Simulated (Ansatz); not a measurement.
All numbers below come from DFT PBE, scalar-relativistic, plane waves, PAW (Ansatz). All cells share a 420 eV cutoff and Γ-centred k meshes spaced at most about 0.3 Å⁻¹ (about 0.25 or finer for metals, 2π included). Collinear spin in cells that started with moments and kept them past the coarse steps, no spin elsewhere.

These are static total energies at zero pressure.

Two relaxed structures of CsMoPb₄:

A. (no spin)

Space group P-3m1 (No. 164). a = 3.552 Å, b = 3.552 Å, c = 16.501 Å, α = 90.00°, β = 90.00°, γ = 120.00°
```json
{"atom": "Cs", "site": "1a", "symmetry": "-3m.", "x": "0.0000", "y": "0.0000", "z": "0.0000"}
{"atom": "Mo", "site": "1b", "symmetry": "-3m.", "x": "0.0000", "y": "0.0000", "z": "0.5000"}
{"atom": "Pb", "site": "2d", "symmetry": "3m.", "x": "0.3333", "y": "0.6667", "z": "0.7953"}
{"atom": "Pb", "site": "2d", "symmetry": "3m.", "x": "0.3333", "y": "0.6667", "z": "0.3749"}
```

B. (site moments Mo 3.8 μB)

Space group P6/mmm (No. 191). a = 5.965 Å, b = 5.965 Å, c = 6.769 Å, α = 90.00°, β = 90.00°, γ = 120.00°
```csv
atom,site,symmetry,x,y,z
Cs,1a,6/mmm,0.0000,0.0000,0.0000
Mo,1b,6/mmm,0.0000,0.0000,0.5000
Pb,2d,-6m2,0.3333,0.6667,0.5000
Pb,2c,-6m2,0.3333,0.6667,0.0000
```

Question: Which would you expect to be lower, and how large is the difference?

Answer: A is lower, by 0.36 eV/atom. A has space group P-3m1 (No. 164), 30.0 Å³/atom and no gap on its mesh; B has space group P6/mmm (No. 191), 34.8 Å³/atom and no gap. Counting all near atoms (those within 1.25 times the shortest distance at each site; a plus sign parts nearer from farther groups; a slash parts the counts of unlike sites), A has Cs 6+6, Mo 6+6, Pb 3+9/9+3 and B has Cs 8, Mo 8, Pb 8. Their magnetic states differ too. The denser one is the lower, and pressure would at first widen the difference. Even the lower one lies +0.47 eV/atom against the reference forms of the elements (uncorrected), so neither is stable at this level. Both come from invented guesses.

Spin–orbit coupling, which can matter for Pb, is left out. Another magnetic order may lie lower. Cells relaxed within their symmetry can be saddle points.
